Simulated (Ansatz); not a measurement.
Values for one crystal, relaxed and computed with the program Ansatz at the PBEsol level (PAW); other levels are named.

- Volume per atom: 13.61 Å³
- Electronic character: metallic (no gap)
- Young's modulus: 282 GPa
- Debye temperature from the elastic constants: 741 K
- Mechanical stability: stable (all eigenvalues of C positive)
- Poisson's ratio: 0.18
- Highest zone-centre frequency: 19.91 THz

Which of these materials gives this?
A) Ti2AlC, P6_3/mmc (Ti on 4f, Al on 2d, C on 2a)
B) TiS2, CdI2 type
C) AlRu2C, P6_3/mmc (Al on 2d, Ru on 4f, C on 2a)
D) Zr2C, P4/nmm (Zr on 2a, Zr on 2c, C on 2c)

A, Ti2AlC, P6_3/mmc (Ti on 4f, Al on 2d, C on 2a)

The first step of the workflow began from a Materials Project structure, measured or hypothetical; the Crystallography Open Database copy checked does not list it. Its standing as an ambient phase is unchecked. The cell was relaxed with PBEsol under the symmetry of its start; its stability against distortions is not shown here. The run is not spin-polarised. As this level gives no gap, shear constants depend on the k-mesh and smearing (Fermi–Dirac, 0.1 eV here). As this level gives no gap, phonon frequencies hold no LO–TO term and depend on the k-mesh and smearing (Fermi–Dirac, 0.1 eV here).

Potentials: the earlier of the program's two PAW sets. The files were generated under PBE; for other functionals the program regenerates the frozen cores, and for LDA and PBEsol the local potential too.
